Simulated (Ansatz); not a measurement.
# Calculated 71Ga nuclear quadrupole resonance for Ba3TaGa3Si2O14

Cell: an entry of the Crystallography Open Database (COD), ions relaxed with PBE at fixed cell.

Space group P321 (No. 150); a = 8.5150, c = 5.1920 Å, γ = 120.00°.

```csv
site,Wyckoff,site symmetry,x,y,z
Ba,3e,.2.,0.4320,0.0000,0.0000
Ta,1a,32.,0.0000,0.0000,0.0000
Ga,3f,.2.,0.7456,0.0000,0.5000
Si,2d,3..,0.3333,0.6667,0.4779
O10,2d,3..,0.3333,0.6667,0.7867
O12,6g,1,0.4736,0.2980,0.6516
O18,6g,1,0.2186,0.1037,0.2261
```

One atom of each set is listed.

Method: Kohn–Sham DFT in Ansatz, r2SCAN, plane waves and PAW, scalar-relativistic, 500 eV cutoff, Γ-centred 4×4×5 k-points, Fermi–Dirac smearing 0.02 eV.

71Ga: I = 3/2, Q = 107.0 mb (year-2017 value). Static lattice, zero field.

**Question.** Predict the zero-field 71Ga lines of each site.

**Answer.** For I = 3/2 there is one line, ν = (|C_Q|/2)(1 + η²/3)^½.

```csv
site,atoms,V_zz (10²¹ V/m²),C_Q (MHz),η,line frequencies (MHz)
Ga,3,-6.76,-17.5,0.05,8.74
```

**Question.** And for Ga-69 (I = 3/2, Q = 171.0 mb) on Ga?

**Answer.** C_Q scales with Q to -27.9 MHz, with lines at 14.0 MHz.

The largest force is 0.5 eV/Å, so the atoms aren't at the calculated equilibrium and relaxing them would move these values.

Hardware: 2 threads of Arm Neoverse V2 (aarch64; 32 cores open to the job, memory cap 5.0 GiB, no GPU), a shared host with a load of 0.6 a core. Wall time 90 s, CPU time 2.9 min, peak memory 1.6 GiB.
